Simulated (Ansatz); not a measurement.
Input, command and steps of an Ansatz relaxation.

```yaml
crystal:
  lattice:
    - [3.2821577013, 0.0, 0.0]
    - [0.0, 9.9450344313, 0.0]
    - [0.0, 0.0, 3.8489546951]
  atoms:
    - { symbol: P, position: [0.0, 0.8888323995, 0.9430552481] }
    - { symbol: P, position: [0.5, 0.8888323995, 0.5569447519] }
    - { symbol: P, position: [0.5, 0.6111676005, 0.0569447519] }
    - { symbol: P, position: [0.0, 0.6111676005, 0.4430552481] }
    - { symbol: P, position: [0.5, 0.3888323995, 0.9430552481] }
    - { symbol: P, position: [0.0, 0.3888323995, 0.5569447519] }
    - { symbol: P, position: [0.0, 0.1111676005, 0.0569447519] }
    - { symbol: P, position: [0.5, 0.1111676005, 0.4430552481] }
basis:
  ecutwfc: 420
kpoints:
  mp_grid: { grid: [10, 4, 10] }
hamiltonian:
  xc: pbesol
  dispersion: d3bj
scf:
  occupations: { method: gaussian, width: 0.1 }
output:
  forces: true
  stress: true
  eigenvalues: true
relax:
  adjacent_minimum: "off"
  f_tol: 0.008
  max_steps: 40
  cell: { stress_tol: 0.015, fix: [a, angles] }
```

```bash
ansatz run input.yaml --threads 1 --pin off --max-ram 2560MiB --backend cpu --events-out ev --progress --plain --runs-dir out
```

These are results of Ansatz, DFT PBEsol+D3(BJ), scalar-relativistic, plane waves, PAW, not measurements.

Of 8 frames 7 are shown, positions in Å and forces in eV/Å; the SCF threshold varies from step to step. Steps run on the plane waves of an earlier cell, with a Pulay correction in the pressure. The basis is chosen afresh for the last frame, the zero of the energies, and at times for earlier ones too; energy and pressure step there, also at an unchanged geometry.

```xyz
8
Lattice="3.2822 0.0000 0.0000 0.0000 9.9450 0.0000 0.0000 0.0000 3.8490" Properties=species:S:1:pos:R:3:forces:R:3 pbc="T T T" step=1 free_energy_over_end_meV_per_atom=0.28 pressure_GPa=1.25
P     0.0000    8.8395    3.6298    0.0000    0.0295    0.0797
P     1.6411    8.8395    2.1437    0.0000    0.0295   -0.0797
P     1.6411    6.0781    0.2192    0.0000   -0.0295   -0.0797
P     0.0000    6.0781    1.7053    0.0000   -0.0295    0.0797
P     1.6411    3.8670    3.6298    0.0000    0.0295    0.0797
P     0.0000    3.8670    2.1437    0.0000    0.0295   -0.0797
P     0.0000    1.1056    0.2192    0.0000   -0.0295   -0.0797
P     1.6411    1.1056    1.7053    0.0000   -0.0295    0.0797
8
Lattice="3.2822 0.0000 0.0000 0.0000 9.9686 0.0000 0.0000 0.0000 3.8617" Properties=species:S:1:pos:R:3:forces:R:3 pbc="T T T" step=2 free_energy_over_end_meV_per_atom=0.10 pressure_GPa=0.89
P     0.0000    8.8641    3.6418    0.0000    0.0089    0.0280
P     1.6411    8.8641    2.1507    0.0000    0.0089   -0.0280
P     1.6411    6.0888    0.2198    0.0000   -0.0089   -0.0280
P     0.0000    6.0888    1.7110    0.0000   -0.0089    0.0280
P     1.6411    3.8798    3.6418    0.0000    0.0089    0.0280
P     0.0000    3.8798    2.1507    0.0000    0.0089   -0.0280
P     0.0000    1.1045    0.2198    0.0000   -0.0089   -0.0280
P     1.6411    1.1045    1.7110    0.0000   -0.0089    0.0280
8
Lattice="3.2822 0.0000 0.0000 0.0000 9.9385 0.0000 0.0000 0.0000 3.8723" Properties=species:S:1:pos:R:3:forces:R:3 pbc="T T T" step=3 free_energy_over_end_meV_per_atom=0.03 pressure_GPa=0.78
P     0.0000    8.8349    3.6519    0.0000    0.0161   -0.0077
P     1.6411    8.8349    2.1566    0.0000    0.0161    0.0077
P     1.6411    6.0728    0.2204    0.0000   -0.0161    0.0077
P     0.0000    6.0728    1.7157    0.0000   -0.0161   -0.0077
P     1.6411    3.8657    3.6519    0.0000    0.0161   -0.0077
P     0.0000    3.8657    2.1566    0.0000    0.0161    0.0077
P     0.0000    1.1036    0.2204    0.0000   -0.0161    0.0077
P     1.6411    1.1036    1.7157    0.0000   -0.0161   -0.0077
8
Lattice="3.2822 0.0000 0.0000 0.0000 9.9425 0.0000 0.0000 0.0000 3.8720" Properties=species:S:1:pos:R:3:forces:R:3 pbc="T T T" step=4 free_energy_over_end_meV_per_atom=0.03 pressure_GPa=0.81
P     0.0000    8.8394    3.6514    0.0000    0.0069   -0.0043
P     1.6411    8.8394    2.1566    0.0000    0.0069    0.0043
P     1.6411    6.0744    0.2206    0.0000   -0.0069    0.0043
P     0.0000    6.0744    1.7154    0.0000   -0.0069   -0.0043
P     1.6411    3.8681    3.6514    0.0000    0.0069   -0.0043
P     0.0000    3.8681    2.1566    0.0000    0.0069    0.0043
P     0.0000    1.1031    0.2206    0.0000   -0.0069    0.0043
P     1.6411    1.1031    1.7154    0.0000   -0.0069   -0.0043
8
Lattice="3.2822 0.0000 0.0000 0.0000 9.9405 0.0000 0.0000 0.0000 3.8730" Properties=species:S:1:pos:R:3:forces:R:3 pbc="T T T" step=5 free_energy_over_end_meV_per_atom=0.02 pressure_GPa=0.86
P     0.0000    8.8379    3.6519    0.0000   -0.0002   -0.0007
P     1.6411    8.8379    2.1575    0.0000   -0.0002    0.0007
P     1.6411    6.0728    0.2211    0.0000    0.0002    0.0007
P     0.0000    6.0728    1.7154    0.0000    0.0002   -0.0007
P     1.6411    3.8677    3.6519    0.0000   -0.0002   -0.0007
P     0.0000    3.8677    2.1575    0.0000   -0.0002    0.0007
P     0.0000    1.1026    0.2211    0.0000    0.0002    0.0007
P     1.6411    1.1026    1.7154    0.0000    0.0002   -0.0007
8
Lattice="3.2822 0.0000 0.0000 0.0000 9.9405 0.0000 0.0000 0.0000 3.8730" Properties=species:S:1:pos:R:3:forces:R:3 pbc="T T T" step=6 free_energy_over_end_meV_per_atom=0.00 pressure_GPa=0.86
P     0.0000    8.8379    3.6519    0.0000   -0.0002   -0.0007
P     1.6411    8.8379    2.1575    0.0000   -0.0002    0.0007
P     1.6411    6.0728    0.2211    0.0000    0.0002    0.0007
P     0.0000    6.0728    1.7154    0.0000    0.0002   -0.0007
P     1.6411    3.8677    3.6519    0.0000   -0.0002   -0.0007
P     0.0000    3.8677    2.1575    0.0000   -0.0002    0.0007
P     0.0000    1.1026    0.2211    0.0000    0.0002    0.0007
P     1.6411    1.1026    1.7154    0.0000    0.0002   -0.0007
8
Lattice="3.2822 0.0000 0.0000 0.0000 9.9403 0.0000 0.0000 0.0000 3.8746" Properties=species:S:1:pos:R:3:forces:R:3 pbc="T T T" step=8 free_energy_over_end_meV_per_atom=0.00 pressure_GPa=0.85
P     0.0000    8.8378    3.6531    0.0000    0.0000   -0.0004
P     1.6411    8.8378    2.1588    0.0000    0.0000    0.0004
P     1.6411    6.0726    0.2215    0.0000    0.0000    0.0004
P     0.0000    6.0726    1.7158    0.0000    0.0000   -0.0004
P     1.6411    3.8677    3.6531    0.0000    0.0000   -0.0004
P     0.0000    3.8677    2.1588    0.0000    0.0000    0.0004
P     0.0000    1.1025    0.2215    0.0000    0.0000    0.0004
P     1.6411    1.1025    1.7158    0.0000    0.0000   -0.0004
```

Time: 2.3 min on 1 thread of Intel(R) Xeon(R) Platinum 8488C (Sapphire Rapids) (shared host), peak memory 0.64 GiB.